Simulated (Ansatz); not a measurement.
An Ansatz (a quantum-chemistry and plane-wave program) run. Input:

Ansatz 0.2 input:
```yaml
crystal:
  lattice:
    - [4.5834607442, 0.0, 0.0]
    - [-2.2917303721, 3.9693934417, 0.0]
    - [0.0, 0.0, 7.5152679876]
  atoms:
    - { symbol: Cd, position: [0.3333333333, 0.6666666667, 0.0002740088] }
    - { symbol: Cd, position: [0.6666666667, 0.3333333333, 0.5002740088] }
    - { symbol: Te, position: [0.3333333333, 0.6666666667, 0.3747259912] }
    - { symbol: Te, position: [0.6666666667, 0.3333333333, 0.8747259912] }
kpoints:
  mp_grid: { grid: [6, 6, 3] }
basis: { xc_grid: 2 }
hamiltonian:
  xc: pbesol
  pseudopotentials: { azcp: { folder: ./paw }, kind: paw }
scf:
  occupations: { method: fixed }
output:
  optics: { e_range: [0.0, 15.0], de: 0.05, sigma: 0.1, bands: { spectra_wanted_up_to: 12 eV } }
```

Output (shortened):

```
output.optics: the spectra are integrated over the Brillouin zone by k·p interpolation around the k-points, where levels, occupations, output.optics.sigma and …
Pseudopotential: Cd, paw, valence charge 20
Pseudopotential: Te, paw, valence charge 16
Functional definition: PBEsol
Crystal: 4 atoms, lattice volume = 136.729 Å³
Basis set: ecut = 420 eV, 2707 PW (Γ), exchange–correlation on 64×64×108 points (8 copies of the dense FFT grid, shifted against one another)
Bands: 44, of which v1, the nominal top of the filled ones, is band 36 counted from 1 (35 counted from 0)
Symmetry: 12 space group operations
Space group: P63mc (ITA 186), of the structure as read, at distance tolerance 5.2e-5 Å
k-points: 14 of 108 (time reversal used)
SCF iter   1: F=—  HF=-30173.049527 eV  |F-HF|=—  |Δ(HF+E_count)|=         —  Δρ=1.99e-2  dr2=3.82e-1  ethr=3.10e-3  ⟨swp⟩=4.9  Hψ=1999  notcnv=0  defer=80
preconditioner: auto → Resta (q_TF=auto, 2.452 Å⁻¹)
SCF iter   2: F=—  HF=-30172.973861 eV  |F-HF|=—  |Δ(HF+E_count)|=   7.57e-2  Δρ=9.86e-3  dr2=1.00e-1  ethr=5.30e-4  ⟨swp⟩=3.0  Hψ=1262  notcnv=0  defer=83
SCF iter   3: F=—  HF=-30172.974389 eV  |F-HF|=—  |Δ(HF+E_count)|=   5.28e-4  Δρ=3.55e-3  dr2=1.41e-2  ethr=1.39e-4  ⟨swp⟩=3.0  Hψ=1002  notcnv=0  defer=83
SCF iter   4: F=—  HF=-30172.973689 eV  |F-HF|=—  |Δ(HF+E_count)|=   7.00e-4  Δρ=6.32e-4  dr2=7.87e-4  ethr=1.96e-5  ⟨swp⟩=2.0  Hψ=858  notcnv=0  defer=83
SCF iter   5: F=—  HF=-30172.974121 eV  |F-HF|=—  |Δ(HF+E_count)|=   4.32e-4  Δρ=2.67e-4  dr2=1.76e-4  ethr=1.09e-6  ⟨swp⟩=2.7  Hψ=1093  notcnv=0  defer=83
SCF iter   6: F=—  HF=-30172.974372 eV  |F-HF|=—  |Δ(HF+E_count)|=   2.51e-4  Δρ=6.63e-5  dr2=9.04e-6  ethr=2.44e-7  ⟨swp⟩=2.0  Hψ=853  notcnv=0  defer=83
SCF iter   7: F=—  HF=-30172.974413 eV  |F-HF|=—  |Δ(HF+E_count)|=   4.04e-5  Δρ=1.35e-5  dr2=3.33e-7  ethr=1.26e-8  ⟨swp⟩=2.0  Hψ=834  notcnv=0  defer=73
SCF iter   8: F=—  HF=-30172.974409 eV  |F-HF|=—  |Δ(HF+E_count)|=   3.56e-6  Δρ=2.98e-6  dr2=1.81e-8  ethr=4.63e-10  ⟨swp⟩=2.0  Hψ=849  notcnv=0  defer=61
SCF iter  11: F=-30172.974409 eV  HF=-30172.974409 eV  |F-HF|=0.00e0  |Δ(HF+E_count)|=  9.46e-11  Δρ=6.36e-8  dr2=6.87e-12  ethr=1.00e-12  ⟨swp⟩=13.6  Hψ=3112  notcnv=0
SCF 1 converged in 11 iterations: F = -30172.974409 eV  dr2 = 6.87e-12
NSCF: frozen V_eff on 14 k-points
Optics k sum: 0 of 14 k-points
Optics k sum: 1 of 14 k-points
Optics k sum: 2 of 14 k-points
Optics k sum: 3 of 14 k-points
Optics k sum: 4 of 14 k-points
Optics k sum: 5 of 14 k-points
Optics k sum: 6 of 14 k-points
Optics k sum: 7 of 14 k-points
Optics k sum: 8 of 14 k-points
Optics k sum: 9 of 14 k-points
Optics k sum: 10 of 14 k-points
Optics k sum: 11 of 14 k-points
Optics k sum: 12 of 14 k-points
Optics k sum: 13 of 14 k-points
Optics k sum: 14 of 14 k-points
Optics k sum: 0 of 14 k-points
Optics k sum: 1 of 14 k-points
Optics k sum: 2 of 14 k-points
Optics k sum: 3 of 14 k-points
Optics k sum: 4 of 14 k-points
Optics k sum: 5 of 14 k-points
Optics k sum: 6 of 14 k-points
Optics k sum: 7 of 14 k-points
Optics k sum: 8 of 14 k-points
Optics k sum: 9 of 14 k-points
Optics k sum: 10 of 14 k-points
Optics k sum: 11 of 14 k-points
Optics k sum: 12 of 14 k-points
Optics k sum: 13 of 14 k-points
Optics k sum: 14 of 14 k-points
NSCF: frozen V_eff on 1 k-points
NSCF: frozen V_eff on 1 k-points
NSCF: frozen V_eff on 1 k-points
output.optics: what the bands over the 71 summed would add to eps1, eps2 and the energy-loss function is held between a lower and an upper bound (9 Lanczos …
SCF converged after 11 iterations
Free energy (F): -30172.974409 eV
Harris-Foulkes:  -30172.974409 eV  (|F-HF|=0.00e0)
Internal energy: -30172.974409 eV  (E = F + TS)
E sigma→0 (E₀):  -30172.974409 eV
Fermi energy:    7.268463 eV
--- Per-component energies (eV) ---
  E_band       = -1591.382641
  E_kinetic    = 1226.514573
  E_local      = -11667.495582  (includes V_loc(G=0)·N_el)
  E_nonlocal   = 383.783910
  E_hartree    = 5485.537701
  E_xc         = -553.141725
  E_vxc        = -594.151817  (∫ρ·V_xc dr)
  E_paw        = -17249.397006  (= ΣΔE_a)
  E_vpaw       = -1911.109960  (= ΣTr[D̂ρ^β])
  E_aug_tail   = 0.000739  (compensation charges beyond the density's cutoff)
  E_ewald      = -7800.210563
  E_core_change = 1.433544  (= ΣΔE_core)
  E_smearing   =  0.000000  (= −TS)
  E_closure    = 0.000000  (closes the sum)
  Σ components = -30172.974409   (vs F -30172.974409, Δ=0.00e0)
  [band-id]    e_kinetic+e_local+e_nonlocal+2·e_hartree+e_vxc+e_vpaw+e_augmentation_tail = -1591.382736   (vs E_band -1591.382641, Δ=-9.47e-5)
--- Band table (eV; the first three rows and the last of 14) ---
  k-point 0: bands = ["-94.7347", "-94.7347", "-55.8222", "-55.8222", "-55.8222", "-55.8222", "-55.8220", "-55.8219", "-28.7143", "-28.7142", "-28.7123", "-28.7123", "-28.7122", "-28.7122", "-28.7046", "-28.7046", "-28.7043", "-28.7043", "-3.9425", "-3.5382", …
  k-point 1: bands = ["-94.7347", "-94.7347", "-55.8222", "-55.8222", "-55.8222", "-55.8222", "-55.8219", "-55.8219", "-28.7143", "-28.7142", "-28.7123", "-28.7123", "-28.7122", "-28.7122", "-28.7046", "-28.7046", "-28.7044", "-28.7044", "-3.8392", "-3.6357", …
  k-point 2: bands = ["-94.7347", "-94.7347", "-55.8222", "-55.8222", "-55.8222", "-55.8222", "-55.8220", "-55.8219", "-28.7142", "-28.7141", "-28.7124", "-28.7123", "-28.7122", "-28.7121", "-28.7046", "-28.7046", "-28.7043", "-28.7042", "-3.8518", "-3.4990", …
  k-point 13: bands = ["-94.7347", "-94.7347", "-55.8222", "-55.8222", "-55.8222", "-55.8222", "-55.8219", "-55.8219", "-28.7140", "-28.7140", "-28.7123", "-28.7123", "-28.7122", "-28.7122", "-28.7044", "-28.7043", "-28.7043", "-28.7043", "-3.4424", …
```

Cost: roughly 120 core-seconds on shared cores.

Space group P6_3mc (wurtzite). The first step of the workflow began from a Materials Project structure, measured or hypothetical; the Crystallography Open Database copy checked does not list it. It is not the phase usual at ambient conditions (space group No. 216). Symmetry was held in the PBEsol relaxation; its stability against distortions is not shown here. Spin–orbit coupling is left out wherever it is not named.

Potentials: the earlier of the program's two PAW sets.

Ansatz is a plane-wave DFT program.
